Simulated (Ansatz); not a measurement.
The start is a generated cell, MoS2 placed in the AFLOW prototype AB2_cF48_227_c_e (as in Ti2C). A full variable-cell relaxation at zero pressure is run with r2SCAN (plane waves to 500 eV, PAW, scalar-relativistic; Ansatz, an electronic-structure program). The first steps use a coarse 4×4×4 k-mesh.

The start:
```yaml
crystal:
  lattice:
    - [0.00000, 4.74434, 4.74434]
    - [4.74434, 0.00000, 4.74434]
    - [4.74434, 4.74434, 0.00000]
  atoms:
    - { symbol: Mo, position: [0.62500, 0.62500, 0.62500] }
    - { symbol: Mo, position: [0.12500, 0.62500, 0.62500] }
    - { symbol: Mo, position: [0.62500, 0.12500, 0.62500] }
    - { symbol: Mo, position: [0.62500, 0.62500, 0.12500] }
    - { symbol: S, position: [0.87000, 0.87000, 0.87000] }
    - { symbol: S, position: [0.39000, 0.87000, 0.87000] }
    - { symbol: S, position: [0.87000, 0.39000, 0.87000] }
    - { symbol: S, position: [0.87000, 0.87000, 0.39000] }
    - { symbol: S, position: [0.38000, 0.38000, 0.38000] }
    - { symbol: S, position: [0.86000, 0.38000, 0.38000] }
    - { symbol: S, position: [0.38000, 0.86000, 0.38000] }
    - { symbol: S, position: [0.38000, 0.38000, 0.86000] }
```

How large is the pressure on the unrelaxed cell, and of which sign?

+17 GPa (positive: the cell is compressed).

How much energy is released per atom?

0.19 eV/atom.

How does the volume change?

-0.8 %, from 17.80 to 17.65 Å³/atom.

Is the relaxed structure metallic? Give its gap.

Zero (metallic).

The space group stays Fd-3m (No. 227) (the run could not lower it); the end is AFLOW prototype AB2_cF48_227_c_e (as in Ti2C), with 12 atoms in the primitive cell. Final values are on a 7×7×7 k-mesh of the relaxed cell. No spin polarisation in the result.

The run could not lose the symmetry of its start: the end is stationary, and may be a saddle point rather than a minimum.

The relaxed structure here is a generated cell of MoS2: the first start was made by placing the elements on the sites of a structure type, and the end was not matched to a known phase here, so it may be hypothetical. Known forms of MoS2 include space group No. 160, 194.
